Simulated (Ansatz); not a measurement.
Relaxed-ion elastic tensor of PbF2 (fluorite, Fm-3m) in GPa (Voigt order), plane-wave PAW r²SCAN (Ansatz code); density 7.84 g/cm³, 17.30 Å³ per atom.

|  | 1 | 2 | 3 | 4 | 5 | 6 |
|---|---|---|---|---|---|---|
| 1 | 113 | 59.2 | 59.2 | 0.0 | 0.0 | 0.0 |
| 2 | 59.2 | 113 | 59.2 | 0.0 | 0.0 | 0.0 |
| 3 | 59.2 | 59.2 | 113 | 0.0 | 0.0 | 0.0 |
| 4 | 0.0 | 0.0 | 0.0 | 23.2 | 0.0 | 0.0 |
| 5 | 0.0 | 0.0 | 0.0 | 0.0 | 23.2 | 0.0 |
| 6 | 0.0 | 0.0 | 0.0 | 0.0 | 0.0 | 23.2 |

Q: Is the crystal mechanically stable?

A: Yes: the smallest eigenvalue of C is 23.2 GPa.

Q: Work out the Voigt, Reuss and Hill averages.

A: K_V = 77.2, K_R = 77.2, K_H = 77.2; G_V = 24.7, G_R = 24.6, G_H = 24.6 GPa.

Q: Give Young's modulus, Poisson's ratio, Pugh's ratio and the universal anisotropy index.

A: E = 9KG/(3K + G) = 66.8 GPa; ν = 0.36; K/G = 3.13 (ductile by the Pugh limit of 1.75); A_U = 5G_V/G_R + K_V/K_R − 6 = 0.03.

Q: Estimate the sound speeds and the Debye temperature.

A: v_l = √((K + 4G/3)/ρ) = 3750 m/s, v_t = √(G/ρ) = 1770 m/s, mean 1990 m/s; Θ = (h/k)(3n/4πV)^(1/3) v_m = 230 K.

Q: Give the Zener ratio and Young's modulus along [100], [110] and [111].

A: A = 2C44/(C11 − C12) = 0.86; 1/E = S11 − 2(S11 − S12 − S44/2)Γ with Γ = 0, 1/4, 1/3 gives 72.7, 65.3, 63.2 GPa.

Q: Solve the Christoffel equation for the three sound speeds along [100], [110], [111].

A: Eigenvalues of C_ijkl n_j n_l equal ρv². In km/s, slowest first: [100] 1.72, 1.72, 3.80; [110] 1.72, 1.86, 3.73; [111] 1.81, 1.81, 3.71.

The cell was relaxed with r²SCAN under the symmetry of its start; phonons on a q-mesh show no instability. Scalar-relativistic: spin–orbit coupling is off unless named, which matters more the heavier the elements.

Potentials: the later of the program's two PAW sets.
